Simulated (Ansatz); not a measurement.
Relaxed-ion elastic tensor of MgO in space group P6_3/mmc (No. 194; Mg on 2c, O on 2d) in GPa (Voigt order), LDA (plane waves, PAW; program Ansatz); density 3.13 g/cm³, 10.68 Å³ per atom.

```
 197   137  79.9   0.0   0.0   0.0
 137   197  79.9   0.0   0.0   0.0
79.9  79.9   287   0.0   0.0   0.0
 0.0   0.0   0.0   119   0.0   0.0
 0.0   0.0   0.0   0.0   119   0.0
 0.0   0.0   0.0   0.0   0.0  29.7
```

Task: Is the crystal mechanically stable?

Result: Yes: the smallest eigenvalue of C is 29.7 GPa.

Task: Work out the Voigt, Reuss and Hill averages.

Result: K_V = 142, K_R = 141, K_H = 141; G_V = 78.9, G_R = 52.9, G_H = 65.9 GPa.

Task: Give Young's modulus, Poisson's ratio, Pugh's ratio and the universal anisotropy index.

Result: E = 9KG/(3K + G) = 171 GPa; ν = 0.30; K/G = 2.15 (ductile by the Pugh limit of 1.75); A_U = 5G_V/G_R + K_V/K_R − 6 = 2.46.

Task: Estimate the sound speeds and the Debye temperature.

Result: v_l = √((K + 4G/3)/ρ) = 8560 m/s, v_t = √(G/ρ) = 4590 m/s, mean 5120 m/s; Θ = (h/k)(3n/4πV)^(1/3) v_m = 693 K.

Task: Solve the Christoffel equation for the three sound speeds along x, y, z.

Result: Eigenvalues of C_ijkl n_j n_l equal ρv². In km/s, slowest first: x 3.08, 6.15, 7.92; y 3.08, 6.15, 7.92; z 6.15, 6.15, 9.57.

Task: How much does each axis shrink under pressure?

Result: Linear compressibilities β_i = Σ_j S_ij (j = 1 to 3): x 2.5, y 2.5, z 2.1 per TPa.

The first step of the workflow began from a Materials Project structure, measured or hypothetical; the Crystallography Open Database copy checked does not list it. It is not the phase usual at ambient conditions (space group No. 225). The cell was relaxed with LDA under the symmetry of its start; phonons on a q-mesh show no instability.

Potentials: the earlier of the program's two PAW sets.
